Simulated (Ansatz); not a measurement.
TiSnS:
```xyz
6
Lattice="3.8374 0.0000 0.0000 0.0000 3.8374 0.0000 0.0000 0.0000 7.8058" Properties=species:S:1:pos:R:3 pbc="T T T"
Ti     0.0000     1.9187     5.4900
Ti     1.9187     0.0000     2.3158
Sn     0.0000     0.0000     0.0000
Sn     1.9187     1.9187     0.0000
S      1.9187     0.0000     4.8190
S      0.0000     1.9187     2.9868
```
The run is spin-polarised; directions of the spins, atom by atom: ↑ ↑ 0 0 0 0.

Relaxed with DFT-r²SCAN in the program Ansatz with PAW potentials. Indices refer to the conventional cell of P4/nmm, a = 3.837 Å, b = 3.837 Å, c = 7.806 Å, α = 90.00°, β = 90.00°, γ = 90.00°.

Problem. Simulate the powder diffraction pattern (Co Kα, λ = 1.79026 Å; lines above 1 %) up to 2θ = 90°.

Solution. Simulated powder pattern, Co Kα, λ = 1.79026 Å (kinematic, ideal powder, no thermal factors, no anomalous dispersion; the 30 strongest lines at most, above 1 %, up to 2θ = 90°):

```csv
2θ (°),d (Å),I/Imax (%),hkl
13.17,7.806,91,(001)
26.52,3.903,21,(002)
30.13,3.444,4.9,(101)
38.52,2.713,3.4,(110)
40.24,2.602,33,(003)
40.88,2.563,100,(111)
47.38,2.228,64,(112)
49.12,2.154,7.4,(103)
54.61,1.951,4.9,(004)
55.62,1.919,32,(200)
56.93,1.878,6.5,(113)
57.43,1.863,10,(201)
61.94,1.739,2.8,(104)
62.65,1.722,8.3,(202)
64.56,1.676,1.1,(211)
68.81,1.584,15,(114)
69.97,1.561,2.2,(005)
70.85,1.544,24,(203)
77.34,1.433,3.6,(213)
81.73,1.368,6.3,(204)
82.57,1.357,10,(220)
82.83,1.353,10,(115)
84.08,1.337,3.7,(221)
86.95,1.301,1.7,(006)
87.99,1.289,2.0,(214)
88.61,1.282,3.5,(222)
```

The start of the workflow was typed in or built on a structure type; neither database checked (COD, Materials Project) lists it. Its standing as an ambient phase is unchecked. Symmetry was held in the r²SCAN relaxation; whether a distortion lowers the energy is not shown. Spin order of the final state: ferromagnetic, the only order run, not a proven ground state. Other orbital occupations within this spin state were not tried. No Hubbard U is applied. Point labels and valley counts follow the cell and symmetry of the run, lower than the named group. Spin–orbit coupling is left out wherever it is not named.

Potentials: the later of the program's two PAW sets.
